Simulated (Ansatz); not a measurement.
YNi$_{2}$B$_{2}$C in space group I4/mmm (No. 139; Y on 2b, Ni on 4d, B on 4e, C on 2a), the program Ansatz at the PBE level (PAW), all energies at zero smearing, with the estimated change up to a 700 eV cutoff added, with one set of potentials and settings (totals compare only within such a set). Cell of 6 atoms (1 Y, 2 Ni, 2 B, 1 C): -16094.014 eV.

| element | reference phase | E (eV/atom) |
|---|---|---|
| Y | P6_3/mmc, 2 atoms in the cell | -3848.6668 |
| Ni | Fm-3m, 1 atoms in the cell, spin-polarised | -5839.7239 |
| B | R-3m, 12 atoms in the cell | -155.9161 |
| C | P6_3/mmc, 4 atoms in the cell | -250.9479 |

Formation energy per atom, worked out: (-16094.014 − 1×(-3848.6668) − 2×(-5839.7239) − 2×(-155.9161) − 1×(-250.9479))/6 = -0.520 eV/atom (-50 kJ per mol of atoms), at 0 K, without zero-point energy or fitted corrections.

The first step of the workflow began from a Materials Project structure, measured or hypothetical; the Crystallography Open Database copy checked does not list it. Whether it is the stable phase at ambient conditions was not checked. Symmetry was held in the PBE relaxation; of distortions, only those at the zone centre were tested. No spin polarisation was allowed. The references are the lowest solids computed at this level, not always the standard phases.

Potentials: the later of the program's two PAW sets.
